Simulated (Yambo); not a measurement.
SrClF (space group P4/nmm, No. 129), G0W0@LDA in Yambo with this input:

```
rim_cut
gw0
dyson
el_el_corr
HF_and_locXC
ppa
em1d
RandQpts= 1000000
RandGvec= 1 Ry
EXXRLvcs= 84 Ry
VXCRLvcs= 336 Ry
Chimod= "HARTREE"
% BndsRnXp
 1 | 131 |
%
NGsBlkXp= 6 Ry
% LongDrXp
 1.0 | 1.0 | 1.0 |
%
PPAPntXp= 27.2114 eV
% GbndRnge
 1 | 131 |
%
GTermKind= "BG"
DysSolver= "n"
ExtendOut
```

On a 4×4×2 mesh, with wavefunctions cut at 84 Ry, the gap (Γ → Γ) is 8.796 eV and the valence edge shifts by -1.731 eV.

What happens with this change: 66 bands in W?

The gap rises by 0.134 eV, to 8.930 eV; the shift of the valence edge becomes -1.603 eV. Neither run is shown to be the converged limit.

Geometry of the Materials Project entry, not relaxed at this level; primitive cell a = b = 4.130 Å, c = 6.977 Å, α = β = γ = 90.00°.

A shift is the quasiparticle energy of the state minus its LDA energy.
